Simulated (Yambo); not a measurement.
**Excitons in LaOF**

```xyz
6
Lattice="4.0692 0.0000 0.0000 0.0000 4.0692 0.0000 0.0000 0.0000 5.8139" Properties=species:S:1:pos:R:3 pbc="T T T"
O      0.0000     0.0000     2.9070
O      2.0346     2.0346     2.9070
F      2.0346     2.0346     0.0000
F      0.0000     0.0000     0.0000
La     2.0346     0.0000     4.1611
La     0.0000     2.0346     1.6528
```

The geometry is that of Materials Project entry mp-7100, symmetrised and not relaxed again.

BSE in Yambo on PBEsol (pw.x of Quantum ESPRESSO, ONCV potentials, no spin-orbit coupling) bands: 6×6×4 mesh, 6 valence and 16 conduction bands, static screening with 59 bands and a 3 Ry block, scissor 2.96 eV, Tamm-Dancoff; field along x.

```tsv
state	energy (eV)	states within 2 meV	relative strength	class	main transitions
1	6.57	2	< 0.01	dark	several band pairs
2	6.58	1	< 0.01	dark	several band pairs
3	6.66	1	< 0.01	dark	several band pairs
4	6.67	3	0.39	strong	several band pairs
5	6.70	1	< 0.01	dark	several band pairs
6	6.79	2	0.33	strong	several band pairs
7	6.81	1	< 0.01	dark	several band pairs
8	6.83	1	< 0.01	dark	several band pairs
```

These are vertical excitations (zero momentum); the indirect quasiparticle gap, about 7.07 eV, is smaller than the direct one (7.75 eV on the GW mesh). The direct quasiparticle gap on this mesh is 7.63 eV; counted from there, state 1 is bound by 1.06 eV. Convergence with the mesh was not shown.

Spin singlets only. Strengths are relative to the strongest of the lowest states of this run; strong means a line over 3 % of the spectrum's maximum, dark under 0.03 %. Absolute energies carry the error of the G0W0 scissor, whose convergence isn't established; the long-wavelength screening was taken along (1,1,1) although the crystal is anisotropic.

The 4f states are in the valence at their DFT position.

The structure is a Materials Project entry; no match was found in the copy of COD used, and its stability was not checked.
